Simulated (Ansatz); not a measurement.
GeMo2C:
Space group P6₃/mmc (No. 194); a = b = 3.0994 Å, c = 12.5339 Å, α = β = 90.00°, γ = 120.00°

```csv
atom,site,symmetry,x,y,z
Ge,2d,-6m2,0.6667,0.3333,0.2500
Mo,4f,3m.,0.3333,0.6667,0.0896
C,2a,-3m.,0.0000,0.0000,0.0000
```

Relaxed at zero pressure with DFT-PBEsol in the program Ansatz with PAW potentials.

Q: The volume is raised by 3 % and shape and atoms relax at that volume. What pressure results, and how do the axes share the change?

A: -6.3 GPa; a 1.1 %, b 1.1 %, c 0.7 %; the energy rises by 8 meV/atom.

Q: Give the new structure.

A: 
Space group P6₃/mmc (No. 194); a = 3.1344 Å, b = 3.1344 Å, c = 12.6232 Å, α = 90.00°, β = 90.00°, γ = 120.00°

| atom | site | symmetry | x | y | z |
|---|---|---|---|---|---|
| Ge | 2d | -6m2 | 0.6667 | 0.3333 | 0.2500 |
| Mo | 4f | 3m. | 0.3333 | 0.6667 | 0.0885 |
| C | 2a | -3m. | 0.0000 | 0.0000 | 0.0000 |

The phase is kept; no other phase was compared at this pressure.

Space group P6_3/mmc. The start of the workflow was typed in or built on a structure type; neither database checked (COD, Materials Project) lists it. Whether it is the stable phase at ambient conditions was not checked. Symmetry was held in the PBEsol relaxation; its stability against distortions is not shown here. No spin polarisation was allowed.

Potentials: the earlier of the program's two PAW sets. The files were generated under PBE; for other functionals the program regenerates the frozen cores, and for LDA and PBEsol the local potential too.
